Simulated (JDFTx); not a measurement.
| Property | Value |
|---|---|
| surface | Hf(1 0 -1 1) |
| bulk | Hf, P6_3/mmc, lattice of mp-103 (not re-optimised) |
| slab | 8 atoms in 8 planes, 1x1, 7.5 Å between the outermost planes |
| in-plane cell | 3.192 × 5.970 Å, 18.37 Å² |
| cell height | 23.7 Å |
| sampling | 8×8×1 k mesh, Fermi smearing 0.01 Ha, no spin polarisation |

Final geometry:
```
8
Lattice="3.192 0.000 0.000 1.596 5.753 0.000 0.000 0.000 23.700" Properties=species:S:1:pos:R:3 pbc="T T F"
Hf     0.798     0.080     8.117
Hf     3.990     3.203     8.481
Hf     2.394     1.334    10.436
Hf     2.394     4.432    10.840
Hf     0.798     2.663    12.860
Hf     2.394     0.008    13.264
Hf     2.394     3.892    15.219
Hf     0.798     1.262    15.583
```

Method: PBE, GBRV ultrasoft potentials, plane waves to 20/100 Ha, in JDFTx (a modified build). Liquid on both sides: CANDLE, water, 1 M NaF; nuclei fixed, outer atoms relaxed in vacuum. SHE scale: U = −μ/e − 4.44 V, by convention. This is a symmetric, unreconstructed model surface, and the continuum liquid cannot react with it.

**Question.** Predict the potential of zero charge and the surface charge against electrode potential.

**Answer.** The potential of zero charge is -0.85 V vs SHE.

```json
[
 {"U (V vs SHE)": "-0.85", "μ (eV)": "-3.59", "excess electrons per cell": "0.000", "σ (μC/cm², per face)": "0.0", "run": "neutral"},
 {"U (V vs SHE)": "-0.55", "μ (eV)": "-3.89", "excess electrons per cell": "-0.323", "σ (μC/cm², per face)": "14.1", "run": "fixed potential"},
 {"U (V vs SHE)": "-0.53", "μ (eV)": "-3.91", "excess electrons per cell": "-0.344", "σ (μC/cm², per face)": "15.0", "run": "fixed charge"},
 {"U (V vs SHE)": "-0.35", "μ (eV)": "-4.09", "excess electrons per cell": "-0.606", "σ (μC/cm², per face)": "26.4", "run": "fixed potential"},
 {"U (V vs SHE)": "-0.15", "μ (eV)": "-4.29", "excess electrons per cell": "-0.907", "σ (μC/cm², per face)": "39.6", "run": "fixed potential"},
 {"U (V vs SHE)": "0.05", "μ (eV)": "-4.49", "excess electrons per cell": "-1.171", "σ (μC/cm², per face)": "51.1", "run": "fixed potential"}
]
```
